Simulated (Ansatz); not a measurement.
Data:

CeO$_{2}$:
```cif
data_Ce2O4
_chemical_formula_sum 'Ce2 O4'
_space_group_name_H-M_alt 'P 1'
_space_group_IT_number 1
_cell_length_a 5.07639
_cell_length_b 5.07639
_cell_length_c 3.60295
_cell_angle_alpha 90.000
_cell_angle_beta 90.000
_cell_angle_gamma 90.000
loop_
_space_group_symop_operation_xyz
  'x, y, z'
loop_
_atom_site_label
_atom_site_type_symbol
_atom_site_fract_x
_atom_site_fract_y
_atom_site_fract_z
_atom_site_occupancy
Ce1 Ce 0.50000 0.50000 0.50000 1
Ce2 Ce 0.00000 0.00000 0.00000 1
O1 O 0.81296 0.18704 0.50000 1
O2 O 0.18704 0.81296 0.50000 1
O3 O 0.31296 0.31296 0.00000 1
O4 O 0.68704 0.68704 0.00000 1
```

This is the PBEsol-relaxed structure.

All from PBEsol (plane waves, PAW; program Ansatz), unless another level is named. Give the formation energy from the elements (no fitted shifts).

-3.28 eV/atom.

Predict the gap with spin–orbit coupling.

2.05 eV.

What about the hole effective mass with spin–orbit coupling?

1.2, 2.2, 2.2 mₑ (principal values).

What about the band gap?

2.12 eV (indirect).

Next, the conduction-band minimum?

at M.

What about the valence-band maximum?

at Γ.

Space group P4_2/mnm (rutile). The first step of the workflow began from a Materials Project structure, measured or hypothetical; the Crystallography Open Database copy checked does not list it. It is not the phase usual at ambient conditions (space group No. 225). The cell was relaxed with PBEsol under the symmetry of its start; whether a distortion lowers the energy is not shown. The run is not spin-polarised. The 4f shell is in the valence. No Hubbard U is applied. The references are the lowest solids computed at this level, not always the standard phases (solids in place of the gases). Scalar-relativistic: spin–orbit coupling is off unless named, which matters more the heavier the elements.

Potentials: the later of the program's two PAW sets.
